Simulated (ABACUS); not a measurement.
A series of runs on the (001) slab of HgTe (cut from a parent of space group no. 216; 4 atoms in the cell)

```yaml
crystal:
  lattice:
    - [4.65274, 0.00000, 0.00000]
    - [-4.65274, 4.65274, 0.00000]
    - [0.00000, 0.00000, 16.93500]
  atoms:
    - { symbol: Hg, position: [0.00000, 0.00000, 0.64570] }
    - { symbol: Hg, position: [0.00000, 0.50000, 0.45143] }
    - { symbol: Te, position: [0.50000, 0.50000, 0.54857] }
    - { symbol: Te, position: [0.50000, 0.00000, 0.35430] }
```

Base run A: PBEsol, numerical atomic orbitals TZP (confined pseudo-atomic orbitals with Gaussian additions; energy shift 0.01 Ry), PseudoDojo 0.4 standard norm-conserving PBEsol (tails mended) pseudopotentials in ABACUS, self-consistent single point.

Its settings: basis = TZP numerical atomic orbitals, energy shift 0.01 Ry; KPT = MP 5 5 1 0 0 0; basis_type = lcao; dft_functional = PBESOL; ecutwfc = 100 Ry; smearing_method = fd; smearing_sigma = 0.00734986 Ry; potentials = PseudoDojo 0.4 standard norm-conserving PBEsol (tails mended); symmetry = 1; symmetry_prec = 1e-05; ks_solver = genelpa; scf_nmax = 100; scf_thr = 1.0e-06; mixing_type = broyden; mixing_beta = 0.4.

The atom-centred basis is finite, which shifts total energies and forces against plane waves. No dipole correction was used; where the two faces of such a cut differ, images can couple through a dipole. The bare cut can leave dangling bonds, and the run has no spin polarisation, so a lower magnetic or reconstructed surface may exist. No clean gap shows at this smearing width and mesh (spacing up to 0.38 Å⁻¹); the mesh is coarse for partly filled bands, so the values carry mesh errors. Semi-local functionals can close small gaps.

ΔF is the free energy per atom less that of run A. 

```tsv
run	change	ΔF (meV/atom)	largest force (eV/Å)
A	base	0.00	0.878
B	atom 1 moved by -0.15 angstrom along y	12.3	0.879
C	atom 1 moved by -0.08 angstrom along y	3.5	0.879
D	atom 1 moved by -0.04 angstrom along y	0.86	0.878
E	atom 1 moved by +0.04 angstrom along y	0.86	0.878
F	atom 1 moved by +0.08 angstrom along y	3.5	0.879
G	atom 1 moved by +0.15 angstrom along y	12.3	0.879
```

Run B against A: The free energy rises by 12.3 meV/atom and the largest force moves little (0.878 to 0.879 eV/Å).

Run C against A: The free energy goes up by 3.5 meV/atom and the largest force hardly changes (0.878 to 0.879 eV/Å).

Run E against A: The free energy hardly moves (within 1 meV/atom) and the largest force stays at 0.878 eV/Å.

Small differences between rows can be mesh errors.

The atomic orbitals were generated for these runs; they are not ABACUS's published sets and were checked against plane waves on a few crystals only.

“Tails mended”: in these copies of the files the far tail of each local potential was reset to the Coulomb form.
